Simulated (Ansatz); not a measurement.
# Structures of Ca3Ni: which is lowest?

Plane-wave DFT in Ansatz with scalar-relativistic PAW potentials, cutoff 420 eV, Γ-centred meshes chosen by cell and gap, Gaussian smearing with energies taken to zero width. Every cell was relaxed (cell and atoms) in a run of its own, within the symmetry of its start. Functional: PBE.

Relaxed structures (starts from databases or built by putting these elements on another compound's sites):
A. Pm-3m, 4 atoms in the computed cell, a = 4.864 Å; sites (symmetry × multiplicity) Ca 4/mm.m × 3, Ni m-3m × 1; start: built
B. P6_3/mmc, 8 atoms in the computed cell, a = 9.042 Å, c = 3.951 Å; sites (symmetry × multiplicity) Ca mm2 × 6, Ni -6m2 × 2; start: built

Problem. Rank them by energy. Could pressure change the order?

Solution.
```csv
structure,group,E − E(lowest) (meV/atom),V (Å³/atom),gap on mesh (eV)
B,P6_3/mmc,0.0,34.97,0.00
A,Pm-3m,68,28.77,0.00
```

B is lowest, 68 meV/atom under A. A is denser by 6.20 Å³/atom, so pressure favours it: ΔE/ΔV, with ΔE in eV and 1 eV/Å³ = 160.2 GPa, gives about 1.8 GPa for equal enthalpy if both cells were rigid, a rough figure since the two compress differently. Other structures may lie lower than all of these, and vibrations aren't counted.

Spin polarisation was left out, and a magnetic state may lie lower.